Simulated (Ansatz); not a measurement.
One crystal and one scan (frozen-phonon scan) at two levels, PBE (plane waves to 420 eV, PAW, scalar-relativistic; Ansatz, an electronic-structure program) and r2SCAN (plane waves to 500 eV, PAW, scalar-relativistic; Ansatz), each from its own relaxed cell and on its own mesh. The cell shown is that of PBE.

Relaxed Be (hcp, Mg type):

```yaml
crystal:
  lattice:
    - [4.52899, 0.00000, 0.00000]
    - [-1.13225, 1.96111, 0.00000]
    - [0.00000, 0.00000, 3.56090]
  atoms:
    - { symbol: Be, position: [0.16667, 0.66667, 0.75000] }
    - { symbol: Be, position: [0.66667, 0.66667, 0.75000] }
    - { symbol: Be, position: [0.33333, 0.33333, 0.25000] }
    - { symbol: Be, position: [0.83333, 0.33333, 0.25000] }
```

The atoms are displaced by Q × the pattern below (from a DFPT mode at M = (0.5, 0.0, 0.0), largest move 1; Q in Å), at fixed cell. (q is in reciprocal vectors of the primitive cell; the cell shown is doubled to hold the pattern.)

```
atom       x       y      z
----  ------  ------  -----
Be1    0.500  -0.866  0.000
Be2   -0.500   0.866  0.000
Be3    0.500  -0.866  0.000
Be4   -0.500   0.866  0.000
```

Be was relaxed with its symmetry unable to fall. The PAW data are Ansatz's earlier set. With partly filled bands, energies and forces of such displacements shift with the k mesh and the smearing. Percentages come from the unrounded values.

Results of PBE:

| Quantity | Result |
|---|---|
| Lattice constant c (Å) | 3.561 |
| Harmonic wavenumber from the curvature (finite differences) (cm⁻¹ (negative: imaginary)) | 404 |
| Shape of the curve | a single well with its minimum at or next to zero displacement |

Estimate the r2SCAN values.


```csv
quantity,r2SCAN,PBE − r2SCAN
Lattice constant c (Å),3.563,-0.002
Harmonic wavenumber from the curvature (finite differences) (cm⁻¹ (negative: imaginary)),413,-9 (-2.2 %)
```

PBE gives the lower value for: harmonic wavenumber from the curvature. They agree on: lattice constant c (within 0.2 %). Both give the same shape of the curve: a single well with its minimum at or next to zero displacement.

(A displaced cell: forces are minus the slopes of the energy, force constants its curvatures, and phonons follow from these.)
